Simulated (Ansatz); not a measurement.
One crystal and one scan (energy over volume and axial ratio) at two levels, PBE (plane waves to 420 eV, PAW, scalar-relativistic; Ansatz, a first-principles code) and r2SCAN (plane waves to 500 eV, PAW, scalar-relativistic; Ansatz), each from its own relaxed cell and on its own mesh. The cell shown is that of PBE.

NiO (rock salt)

```xyz
2
Lattice="0.0000 2.1087 2.1087 2.1087 0.0000 2.1087 2.1087 2.1087 0.0000" Properties=species:S:1:pos:R:3 pbc="T T T"
O      0.0000     0.0000     0.0000
Ni     2.1087     2.1087     2.1087
```

The relaxed cell is deformed in two ways at once: its volume V is scaled, and at that volume it is stretched along z (the c axis of the conventional cell) so that c/a changes. Fractional atomic positions are held.

The energy includes the smearing's −TS. NiO is run spin-polarised and with no Hubbard U; the real compound is an antiferromagnetic insulator, a state that this run doesn't describe. NiO was relaxed with its symmetry unable to fall. Relaxed NiO ends ferromagnetic. The PAW data are Ansatz's earlier set. The magnetic order is the one the run started from; other orders were not tried. (PBE) Relaxed NiO ends ferromagnetic. (r2SCAN) Relaxed NiO ends ferromagnetic. With partly filled bands, the response to shear is sensitive to the k mesh, so small differences along c/a are uncertain. Percentages come from the unrounded values. Both scans cover V/V₀ from 0.920 to 1.080 and (c/a)/(c/a)₀ from 0.960 to 1.040.

Results of PBE:

| Quantity | Value |
|---|---|
| Lattice constant a (Å) | 4.217 |
| Magnetic moment of the relaxed cell (μB/cell) | 1.80 |
| Shear modulus C′ = (C11 − C12)/2 (fit, atoms clamped) (GPa) | 40 |

Question: What does r2SCAN give for the same quantities?

Answer: 
| quantity | r2SCAN | PBE − r2SCAN |
|---|---|---|
| Lattice constant a (Å) | 4.191 | +0.026 (+0.6 %) |
| Magnetic moment of the relaxed cell (μB/cell) | 2.00 | -0.20 (-10 %) |
| Shear modulus C′ = (C11 − C12)/2 (fit, atoms clamped) (GPa) | 126 | -86 (-68 %) |

PBE gives the higher value for: lattice constant a. PBE gives the lower value for: magnetic moment of the relaxed cell; shear modulus C′.

(Under strain, the slope of the energy per volume gives the stress and its curvature an elastic modulus.)
